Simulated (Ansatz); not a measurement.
# Notes on Zn2PdO4

```
Zn Pd O
1.0
     0.00109    4.20924    4.20614
     4.21464   -0.00472    4.21195
     4.21235    4.21276   -0.00243
Zn Pd O
4 2 8
Direct
  0.50970 0.50050 0.49399
  0.00589 0.51675 0.49714
  0.49653 0.51050 0.99597
  0.47915 0.00840 0.50489
  0.87696 0.87272 0.86686
  0.12118 0.10922 0.13507
  0.26245 0.22508 0.25906
  0.26300 0.74795 0.75992
  0.23317 0.26402 0.75343
  0.73439 0.24554 0.75990
  0.76935 0.23293 0.24812
  0.75492 0.76020 0.74555
  0.25405 0.72533 0.24172
  0.75158 0.74790 0.25548
```

Method: PBE, collinear spin; PAW, plane waves to 420 eV, 4×4×4 (shifted by 0, 0.5, 0.5 steps) mesh, gaussian occupations (width 0.1606 eV) (Ansatz 0.2.0), atoms fixed.

The state carries no moments; the state need not be the lowest.

**Question.** Metal or insulator?

**Answer.** It is a metal, with about 7 states/eV a cell as the mean within 0.25 eV of the Fermi level, mostly O p (50 %) and Pd d (39 %).

**Question.** Where is the largest force?

**Answer.** The largest is on O11: 7.06 eV/Å, components (4.04, -4.38, -3.78). It makes 178° with the line to a nearest neighbour, Pd6 at 1.71 Å, pointing away from it.

**Question.** What is the formation energy?

**Answer.** -0.41 eV an atom against the elements' usual phases (free molecules for gases, crystals otherwise, with no correction for O₂ or N₂), so it is bound against them; other compounds may still compete. Relaxing would lower it.

**Question.** What does the stress say?

**Answer.** The pressure is 26.0 GPa (compression positive), so with the atoms held at these fractions the cell would first expand; the forces are large, so a full relaxation may end otherwise. The principal stresses 22.0, 25.5, 30.6 GPa differ, so its shape would change too.

**Question.** What do density and ELF say about some of the short contacts?

**Answer.** Pd–O at 1.71 Å: least valence density 1.65 e/Å³ and ELF 0.39 there. Zn–O at 1.93 Å: least valence density 0.65 e/Å³ and ELF 0.20 there. These are pseudo-fields; inside the PAW spheres they differ from the all-electron ones.

Origin: a strained cell with displaced atoms, so it need not be a known compound. Caveats: the k mesh is coarse if the cell is a metal; atoms or cell far from equilibrium; wide smearing.
